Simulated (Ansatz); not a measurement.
Given:

BeS:
Space group P6₄22 (No. 181); a = 3.4233 Å, b = 3.4233 Å, c = 7.7460 Å, α = 90.00°, β = 90.00°, γ = 120.00°

| atom | site | symmetry | x | y | z |
|---|---|---|---|---|---|
| Be | 3c | 222 | 0.5000 | 0.0000 | 0.0000 |
| S | 3d | 222 | 0.5000 | 0.0000 | 0.5000 |

This is the PBEsol-relaxed structure.

All from PBEsol in the plane-wave PAW code Ansatz, unless another level is named. Estimate the electron effective mass.

0.29, 0.40, 0.56 mₑ (principal values).

What about the smallest direct gap on the standard path?

3.77 eV.

What about the band gap?

2.48 eV (indirect).

What about the valence-band maximum?

on the Γ–M line, 6 % of the way from Γ.

Space group P6_422. The start of the workflow was typed in or built on a structure type; neither database checked (COD, Materials Project) lists it. COD files the formula under space group No. 216. Its standing as an ambient phase is unchecked. The PBEsol relaxation kept the symmetry of its start; its stability against distortions is not shown here.

Potentials: the earlier of the program's two PAW sets. The files were generated under PBE; for other functionals the program regenerates the frozen cores, and for LDA and PBEsol the local potential too.
